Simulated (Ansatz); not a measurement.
This guess for Rb2YCrC6N6 is about to be relaxed.

```xyz
16
Lattice="0.0000 5.3180 5.3180 5.3180 0.0000 5.3180 5.3180 5.3180 0.0000" Properties=species:S:1:pos:R:3 pbc="T T T"
Rb    2.6590    2.6590    2.6590
Rb    7.9770    7.9770    7.9770
Y     5.3180    5.3180    5.3180
Cr    0.0000    0.0000    0.0000
C     1.9380    5.3180    5.3180
C     5.3180    1.9380    5.3180
C     5.3180    5.3180    1.9380
C     8.6980    5.3180    5.3180
C     5.3180    8.6980    5.3180
C     5.3180    5.3180    8.6980
N     3.1080    5.3180    5.3180
N     5.3180    3.1080    5.3180
N     5.3180    5.3180    3.1080
N     7.5280    5.3180    5.3180
N     5.3180    7.5280    5.3180
N     5.3180    5.3180    7.5280
```

The calculation used DFT PBE, scalar-relativistic, plane waves, PAW in Ansatz 0.2.0. Cutoff 420 eV, Gaussian smearing, Γ-centred meshes. Cell and atoms relax first on a coarse mesh and then on a finer one. In between, the cell is made exact in the group found at 0.06 Å. In metals the finer mesh still leaves noise of several meV/atom or more. The steps can't lower the symmetry of their start. Collinear spin, starting moments Cr 3.0 μB.

A guess keeps its type if space group and coordination stay and the shape of the cell changes little (axis ratios within about 15 %, angles within 6°); the volume may change.

Q: Will the relaxed cell still be of the starting type?

A: It keeps its type. The symmetry stays Fm-3m (No. 225). The volume per atom grows by 9.2 %, from 18.8 to 20.5 Å³. The shortest distance goes from 1.17 Å (C–N) to 1.19 Å (C–N). Counting neighbours within 15 % of an atom's shortest distance, the start has C 1, Cr 6, N 1, Rb 24, Y 6 and the end C 1, Cr 6, N 1, Rb 24, Y 6.

The last run used collinear spin, a 6×6×6 mesh for its 16-atom cell and Gaussian smearing of 0.10 eV. In such compounds of Cr a zero gap at this level may well be an artefact, since no Hubbard U is applied. Another magnetic order may lie lower. Symmetry constrained the relaxation, so the result can be a saddle point.
